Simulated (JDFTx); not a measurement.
An input for JDFTx (a modified build) (C6H6N (SMILES Nc1[c]cccc1), charge 0, multiplicity 2, linear PCM (GLSSA13), carbon disulfide, no salt; bohr, hartree) and the course of its log:

```
lattice \
  26.4561657448 0.0000000000 0.0000000000 \
  0.0000000000 23.6215765578 0.0000000000 \
  0.0000000000 0.0000000000 16.0626720593
coords-type Cartesian
ion N -4.4584787310 0.5816230579 -0.2720200689 0
ion C -1.8658656521 0.3725873213 -0.0685689742 0
ion C -0.2783046025 2.4343912627 -0.0437744960 0
ion C 2.2822230438 2.3333654953 0.0248931287 0
ion C 3.4329299261 -0.0433847094 0.0664924562 0
ion C 1.9274855554 -2.1782309580 0.0433658971 0
ion C -0.6765720303 -1.9960887444 -0.0177759578 0
ion H -5.1979696687 2.2539091593 0.2564193555 0
ion H -5.4673914865 -0.9383121779 0.2720200689 0
ion H 3.4208802428 4.0269714294 0.0466247579 0
ion H 5.4673914865 -0.1877659949 0.1162947750 0
ion H 2.7955548048 -4.0269714294 0.0812366978 0
ion H -1.8411104082 -3.6763043345 -0.0255938337 0
ion-species pseudo/n_pbe_v1.2.upf
ion-species pseudo/c_pbe_v1.2.upf
ion-species pseudo/h_pbe_v1.4.upf
core-overlap-check none
elec-cutoff 20 100
elec-ex-corr gga-PBE
symmetries none
elec-n-bands 18
spintype z-spin
elec-initial-magnetization 1 yes
electronic-scf nIterations 100 energyDiffThreshold 1e-08
fluid LinearPCM
pcm-variant GLSSA13
fluid-solvent CarbonDisulfide
fluid-minimize nIterations 400 knormThreshold 1e-11
wavefunction read s0.wfns 21
dump-name s6.$VAR
dump End State Ecomponents EigStats BandEigs Forces ElecDensity IonicPositions FluidDebug
```

```
[one cycle in 5 is shown, and the last three; fluid-solver lines are left out]
SCF: Cycle:  0   Etot: -36.697813224484001   dEtot: +1.099e+01   |Residual|: 9.861e-01   |deigs|: 1.533e-01
SCF: Cycle:  5   Etot: -47.635411512314867   dEtot: -2.045e-02   |Residual|: 2.347e-01   |deigs|: 5.173e-03
SCF: Cycle: 10   Etot: -47.682040691534446   dEtot: -1.730e-03   |Residual|: 7.196e-02   |deigs|: 3.596e-03
SCF: Cycle: 15   Etot: -47.682294624842136   dEtot: -5.698e-02   |Residual|: 7.699e-03   |deigs|: 3.416e-02
SCF: Cycle: 20   Etot: -47.684558806105251   dEtot: -1.234e-03   |Residual|: 2.781e-03   |deigs|: 1.471e-02
SCF: Cycle: 25   Etot: -46.851945529116435   dEtot: +8.340e-01   |Residual|: 3.309e-01   |deigs|: 1.445e-02
SCF: Cycle: 30   Etot: -43.200595874298912   dEtot: -7.382e-01   |Residual|: 8.062e-01   |deigs|: 5.189e-02
SCF: Cycle: 35   Etot: -47.308399819454024   dEtot: -1.563e+00   |Residual|: 2.730e-01   |deigs|: 2.838e-02
SCF: Cycle: 40   Etot: -47.412487653153796   dEtot: -6.471e-01   |Residual|: 1.604e-01   |deigs|: 5.826e-02
SCF: Cycle: 45   Etot: -47.659136497102693   dEtot: -3.864e-02   |Residual|: 7.323e-02   |deigs|: 3.912e-03
SCF: Cycle: 50   Etot: -47.387294852846509   dEtot: -2.008e+00   |Residual|: 1.603e-01   |deigs|: 6.692e-02
SCF: Cycle: 55   Etot: -47.422900912606224   dEtot: +1.082e-02   |Residual|: 1.544e-01   |deigs|: 3.582e-03
SCF: Cycle: 60   Etot: -47.484135268593391   dEtot: -7.368e-03   |Residual|: 3.930e-02   |deigs|: 1.180e-02
SCF: Cycle: 65   Etot: -47.548121931036064   dEtot: -4.718e-02   |Residual|: 3.663e-02   |deigs|: 1.237e-02
SCF: Cycle: 70   Etot: -47.678264383849601   dEtot: +6.973e-04   |Residual|: 8.967e-02   |deigs|: 2.962e-03
SCF: Cycle: 75   Etot: -45.951522050572052   dEtot: -5.369e-01   |Residual|: 3.816e-01   |deigs|: 6.799e-03
SCF: Cycle: 80   Etot: -47.431674223928042   dEtot: -4.202e-01   |Residual|: 1.488e-01   |deigs|: 2.427e-02
SCF: Cycle: 85   Etot: -47.501958800387484   dEtot: -2.661e-02   |Residual|: 4.816e-02   |deigs|: 1.452e-02
SCF: Cycle: 90   Etot: -47.684783375452930   dEtot: -1.428e-03   |Residual|: 2.777e-02   |deigs|: 4.018e-03
SCF: Cycle: 95   Etot: -44.201653170210363   dEtot: +1.087e+00   |Residual|: 7.486e-01   |deigs|: 2.257e-02
SCF: Cycle: 97   Etot: -46.954519217947002   dEtot: -2.434e-02   |Residual|: 3.112e-01   |deigs|: 3.792e-02
SCF: Cycle: 98   Etot: -47.409529425619382   dEtot: -4.550e-01   |Residual|: 1.673e-01   |deigs|: 1.075e-02
SCF: Cycle: 99   Etot: -47.437041236316546   dEtot: -2.751e-02   |Residual|: 1.542e-01   |deigs|: 1.314e-02
SCF: None of the convergence criteria satisfied after 100 iterations.
IonicMinimize: Iter:   0  Etot: -47.437041236316546  |grad|_K:  0.000e+00
IonicMinimize: Converged (|grad|_K<1.000000e-04).
```

This run gave no converged result. The electronic loop ended without meeting its threshold, so the last energy, chemical potential and forces aren't results.
